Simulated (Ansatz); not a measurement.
Given:

SiMo3:
```cif
data_Mo6Si2
_chemical_formula_sum 'Mo6 Si2'
_space_group_name_H-M_alt 'P 1'
_space_group_IT_number 1
_cell_length_a 4.85990
_cell_length_b 4.85990
_cell_length_c 4.85990
_cell_angle_alpha 90.000
_cell_angle_beta 90.000
_cell_angle_gamma 90.000
loop_
_space_group_symop_operation_xyz
  'x, y, z'
loop_
_atom_site_label
_atom_site_type_symbol
_atom_site_fract_x
_atom_site_fract_y
_atom_site_fract_z
_atom_site_occupancy
Mo1 Mo 0.25000 0.00000 0.50000 1
Mo2 Mo 0.50000 0.75000 0.00000 1
Mo3 Mo 0.75000 0.00000 0.50000 1
Mo4 Mo 0.50000 0.25000 0.00000 1
Mo5 Mo 0.00000 0.50000 0.75000 1
Mo6 Mo 0.00000 0.50000 0.25000 1
Si1 Si 0.00000 0.00000 0.00000 1
Si2 Si 0.50000 0.50000 0.50000 1
```

This is the PBEsol-relaxed structure.

Question: All from DFT-PBEsol in the program Ansatz with PAW potentials, unless another level is named. Estimate the Young's modulus.

Answer: 358 GPa.

Question: What about the highest zone-centre frequency?

Answer: 340 cm⁻¹.

Space group Pm-3n (A15 (Cr3Si type)). The PBEsol relaxation kept the symmetry of its start; of distortions, only those at the zone centre were tested. No spin polarisation was allowed. As this level gives no gap, phonon frequencies hold no LO–TO term and depend on the k-mesh and smearing (Fermi–Dirac, 0.1 eV here).

Potentials: the later of the program's two PAW sets.
